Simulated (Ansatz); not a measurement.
# Spin spirals in CsGdS2 (R-3m)

```yaml
crystal:
  lattice:
    - [2.05862, 1.18854, 8.01360]
    - [-2.05862, 1.18854, 8.01360]
    - [0.00000, -2.37709, 8.01360]
  atoms:
    - { symbol: Cs, position: [0.00000, 0.00000, 0.00000] }
    - { symbol: Gd, position: [0.50000, 0.50000, 0.50000] }
    - { symbol: S, position: [0.23360, 0.23360, 0.23360] }
    - { symbol: S, position: [0.76640, 0.76640, 0.76640] }
```

Geometry: a measured structure from COD; nothing is relaxed.

Settings: LDA, 8×8×8 k mesh, Fermi–Dirac smearing of 0.05 eV. PAW means Ansatz 0.2.0 on its default frozen-core files. Site moments are integrated in spheres about the atoms. Start moments (μB): Gd2 6.9.

Flat spirals without spin–orbit coupling: moments start in the xy plane and turn about z by q·R from cell to cell, and their directions inside a cell are free. q runs from Γ to F = (0.500, 0.000, 0.500) in reciprocal cell vectors. Energies count from each method's run at q = 0. Each q is a vector of the k mesh, and the mesh is shifted by q/2 where needed, so that both spin components are sampled on the same points as at q = 0.

```
fraction of Γ–F  q (1/Å)  ΔF PAW (meV/cell)  largest moment, PAW (μB)
          0.000    0.000                0.0                      6.90
          0.250    0.230                  ?                      6.90
          0.500    0.460               -2.0                      6.90
          0.750    0.689                  ?                      6.89
          1.000    0.919               -3.5                      6.89
```

**Question.** Fill in "ΔF PAW (meV/cell)" for the row "0.250".

**Answer.** -0.7.

**Question.** Fill in "ΔF PAW (meV/cell)" for the row "0.750".

**Answer.** -3.1.

The lowest point lies at 1.000 of the way, 3.5 meV/cell under q = 0, so the antiferromagnetic state at the zone boundary wins along this line.

The PAW files were made with PBE; the program remakes their cores once for the run's functional and then keeps them frozen. Without U a semilocal functional puts the f levels too near the Fermi level, which can change moments and the order of magnetic states; site and cell moments are spin moments. Spin–orbit coupling is left out although heavy atoms are present. With open f shells a run can end in a state that isn't the lowest. The magnetic state is the one that this cell and start allow. It needn't be the compound's measured order, which may need a larger cell or be absent.
